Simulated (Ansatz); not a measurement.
# Ga: frozen-core PAW against all-electron methods

```xyz
2
Lattice="1.4500 -4.0650 0.0000 1.4500 4.0650 0.0000 0.0000 0.0000 3.2334" Properties=species:S:1:pos:R:3 pbc="T T T"
Ga    1.4500   -2.9837    0.8084
Ga    1.4500    2.9837    2.4251
```

Atom numbers follow the list: Ga1, Ga2.

The geometry is COD entry 9012485, unchecked; take it as a test cell. The listed cell was then made from it by scaling, straining or moving an atom.

Methods: DFT, LDA, PAW with Ansatz's default frozen-core files, scalar-relativistic (Ansatz 0.2.0); DFT, LDA, all-electron LAPW, scalar-relativistic (Ansatz 0.2.0).

For PAW: a Γ-centred 12×12×10 k mesh, Fermi–Dirac smearing of 0.08 eV, cutoff 420 eV, no spin polarisation; the PAW files were made with PBE, and the program remakes their frozen cores for this functional. LAPW targets a basis error of 1 meV/atom. The Ansatz runs share mesh, smearing and spin set-up. Plane-wave (PAW) pressures include the program's estimate of the Pulay term.

Stress and pressure are positive in compression.

PAW results:

```csv
quantity,PAW
pressure (GPa),-4.73
stress xx (GPa),-6.52
stress yy (GPa),-4.10
stress zz (GPa),-3.59
"force on Ga1, y (eV/Å)",0.161
```

Task: What does all-electron LAPW give for the same quantities?

Result: 
```
              quantity   LAPW
        pressure (GPa)  -4.69
       stress xx (GPa)  -6.48
       stress yy (GPa)  -4.05
       stress zz (GPa)  -3.54
force on Ga1, y (eV/Å)  0.161
```
